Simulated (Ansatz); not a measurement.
## Pressure against volume in CdHg3Se4

The structure comes from a generated guess, relaxed at this level; another structure or a mixture of phases may lie lower.

All numbers below come from DFT PBE, scalar-relativistic, plane waves, PAW in Ansatz 0.2.0. Cutoff 420 eV, Γ-centred 8×8×4 mesh (8-atom cell), Gaussian smearing of 0.10 eV, no spin polarisation.

```yaml
crystal:
  lattice:
    - [4.41986, 0.00000, 0.00000]
    - [0.00000, 4.41986, 0.00000]
    - [0.00000, 0.00000, 12.46480]
  atoms:
    - { symbol: Cd, position: [0.50000, 0.50000, 0.50000] }
    - { symbol: Hg, position: [0.00000, 0.00000, 0.74858] }
    - { symbol: Hg, position: [0.50000, 0.50000, 0.00000] }
    - { symbol: Hg, position: [0.00000, 0.00000, 0.25141] }
    - { symbol: Se, position: [0.50000, 0.00000, 0.87429] }
    - { symbol: Se, position: [0.00000, 0.50000, 0.12571] }
    - { symbol: Se, position: [0.50000, 0.00000, 0.37735] }
    - { symbol: Se, position: [0.00000, 0.50000, 0.62265] }
```

The cell was set to several volumes, with shape and atoms relaxed at each where symmetry leaves them free. Pressure is positive in compression, and energies count from the lowest row. No row has a gap on its mesh.

```
row  V (Å³/atom)  P (GPa)  ΔE (meV/atom)
  1       26.785     7.54           75.7
  2       27.698     5.12           39.8
  3       28.611        ?              ?
  4       29.525     1.41            3.9
  5       30.438     0.00            0.0
  6       31.351    -1.18            3.5
  7       32.264    -2.17           13.1
  8       33.481    -3.24           33.8
```

Question: Find B = −V·ΔP/ΔV from rows 4 and 6 and from rows 1 and 2, and from the two its slope B′ and its value B0 at zero pressure.

Answer: Rows 4 and 6 give −(29.525 + 31.351)/2 × (-1.18 − (1.41))/(31.351 − 29.525) = 43.2 GPa at a mean pressure of 0.11 GPa. Rows 1 and 2 give −(26.785 + 27.698)/2 × (5.12 − (7.54))/(27.698 − 26.785) = 72.2 GPa at a mean pressure of 6.33 GPa. So B′ = (72.2 − 43.2)/(6.33 − (0.11)) = 4.66 and B0 = 43.2 − 4.66 × (0.11) = 42.7 GPa. A third-order Birch–Murnaghan fit to all the energies gives B0 = 43.0 GPa and B′ = 4.9.

Question: Estimate the pressure and energy of row 3.

Answer: From row 5, V0 = 30.438 × (1 + (0.00)/42.7) = 30.438 Å³/atom. Murnaghan's form P = (B0/B′)·[(V0/V)^B′ − 1] gives (42.7/4.66) × [(30.438/28.611)^4.66 − 1] = 3.06 GPa; the computed pressure is 3.10 GPa, so the estimate is off by -0.04 GPa. The work of compression from row 4, with the mean of the two pressures, gives ΔE = 3.9 + (3.06 + 1.41)/2 × (29.525 − 28.611)/160.2 × 1000 = 16.7 meV/atom (1 eV/Å³ = 160.2 GPa); the computed value is 16.6 meV/atom.

These runs have no spin–orbit coupling, which can matter for Hg. All volumes keep the k mesh of the relaxed cell. A structure relaxed within its symmetry needn't be a true minimum.
